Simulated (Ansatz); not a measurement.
Co (simple cubic, Pm-3m) at seven volumes, PBEsol (plane waves, PAW; program Ansatz), scaled uniformly. One row is withheld.

```tsv
V (Å³/atom)	P (GPa)
10.960	18.80
11.321	11.68
11.682	?
12.044	-0.01
12.405	-3.90
12.766	-7.16
13.128	-10.54
```

Question: Fit the shown pressures and predict the withheld one.

Answer: P = (3/2)B₀(x^(7/2) − x^(5/2))[1 + (3/4)(B′ − 4)(x − 1)] with x = (V₀/V)^(2/3). Least squares on the six rows gives V₀ = 12.066 Å³/atom, B₀ = 153 GPa, B′ = 5.17. At V = 11.682, x = 1.0218 and P = 5.38 GPa. The run itself gave 5.35 GPa.

The cell is a constructed one: a structure type filled with these elements; neither database checked (COD, Materials Project) lists it. It is not the phase usual at ambient conditions (space group No. 194). The cell was relaxed with PBEsol under the symmetry of its start. At this level the phase is mechanically unstable. The final state is ferromagnetic, chosen from 3 collinear starts compared on coarse meshes (ties went to the first, and starts can fall back to one state), not a proven ground state.

Potentials: the later of the program's two PAW sets.
